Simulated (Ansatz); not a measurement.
Relaxed MgH₂ (rutile):

```
CELL_PARAMETERS angstrom
      4.48439     0.00000     0.00000
      0.00000     4.48439     0.00000
      0.00000     0.00000     2.99668
ATOMIC_POSITIONS crystal
  Mg 0.00000 0.00000 0.00000
  Mg 0.50000 0.50000 0.50000
  H  0.30469 0.30469 0.00000
  H  0.80469 0.19531 0.50000
  H  0.19531 0.80469 0.50000
  H  0.69531 0.69531 0.00000
```

In this cell atom 5 (H, nearest neighbour Mg at 1.932 Å; its periodic images, 3.0 Å or more away, move with it) is moved by u·(1.000, 0.000, 0.000) + v·(0.000, 1.000, 0.000); the rest is frozen.

Calculation: r2SCAN (plane waves to 500 eV, PAW, scalar-relativistic; Ansatz, a program for electronic structure). k mesh 6×6×9 (Γ-centred), Fermi-Dirac smearing 0.05 eV. E stands for the smeared free energy. Points where atoms come too close for the PAW data are left out (x in tables, blank in figures). Fu and Fv are the components of the force on the atom. MgH2 was relaxed with its symmetry unable to fall. The zero of ΔE is the undisplaced structure. Axes are in Å.

ΔE (eV/cell), with u across and v down:

```tsv
v \ u	-0.480	-0.320	-0.160	0.000	0.160	0.320	0.480
-0.480	0.374	0.285	0.308	0.488	0.888	1.587	x
-0.320	0.282	0.158	0.126	0.213	0.458	0.903	1.587
-0.160	0.281	0.122	0.038	0.052	0.184	0.458	0.888
0.000	0.378	0.180	0.048	0.000	0.052	0.213	0.488
0.160	0.573	0.330	0.149	0.048	0.038	0.126	0.308
0.320	0.852	0.561	0.330	0.180	0.122	0.158	0.285
0.480	1.191	0.852	0.573	0.378	0.281	0.282	0.374
```

Fu (eV/Å), with u across and v down:

```tsv
v \ u	-0.480	-0.320	-0.160	0.000	0.160	0.320	0.480
-0.480	0.83	0.24	-0.58	-1.74	-3.34	-5.50	x
-0.320	1.00	0.51	-0.14	-1.00	-2.11	-3.49	-5.09
-0.160	1.19	0.78	0.24	-0.43	-1.25	-2.19	-3.19
0.000	1.41	1.05	0.58	0.00	-0.66	-1.36	-2.07
0.160	1.67	1.35	0.90	0.35	-0.24	-0.85	-1.43
0.320	1.95	1.66	1.21	0.66	0.06	-0.52	-1.05
0.480	2.23	1.96	1.50	0.92	0.30	-0.30	-0.84
```

Read from the data:

```
Item                                                                                                           Value
-----------------------------------------------------------------------------  -------------------------------------
Principal force constants in the plane (five-point differences of the forces)                      1.5 and 6.3 eV/Å²
Softest direction at the centre                                                                 45° from u towards v
Centre of the map                                                                                          a minimum
Lowest place on the grid                                                       u = 0.000 Å, v = 0.000 Å (0 meV/cell)
```

(For displaced atoms, the force is minus the slope of the energy, and its curvature is a force constant, which sets phonon frequencies.)
